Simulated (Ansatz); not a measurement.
Input:

CdSe:
```cif
data_CdSe
_chemical_formula_sum 'Se1 Cd1'
_space_group_name_H-M_alt 'P 1'
_space_group_IT_number 1
_cell_length_a 4.38141
_cell_length_b 4.38141
_cell_length_c 4.38141
_cell_angle_alpha 60.000
_cell_angle_beta 60.000
_cell_angle_gamma 60.000
loop_
_space_group_symop_operation_xyz
  'x, y, z'
loop_
_atom_site_label
_atom_site_type_symbol
_atom_site_fract_x
_atom_site_fract_y
_atom_site_fract_z
_atom_site_occupancy
Se1 Se 0.75000 0.75000 0.75000 1
Cd1 Cd 0.00000 0.00000 0.00000 1
```

This is the PBE-relaxed structure.

**Question.** All from DFT-PBE in the program Ansatz with PAW potentials, unless another level is named. Predict the electron effective mass with spin–orbit coupling.

**Answer.** 0.047 mₑ (isotropic).

**Question.** Predict the hole effective mass, band 2 of 3 at the edge.

**Answer.** 0.73 along [100], 0.73 along [110], 1.5 along [111] (mₑ).

**Question.** What about the weight of the conduction-edge state by species (Voronoi cells)?

**Answer.** Cd 67 %, Se 33 %.

Space group F-43m (zinc blende). The PBE relaxation kept the symmetry of its start; phonons on a q-mesh show no instability. Scalar-relativistic: spin–orbit coupling is off unless named, which matters more the heavier the elements.

Potentials: the later of the program's two PAW sets.

Edges and masses are those of Kohn–Sham bands, whose gap is no quasiparticle gap.
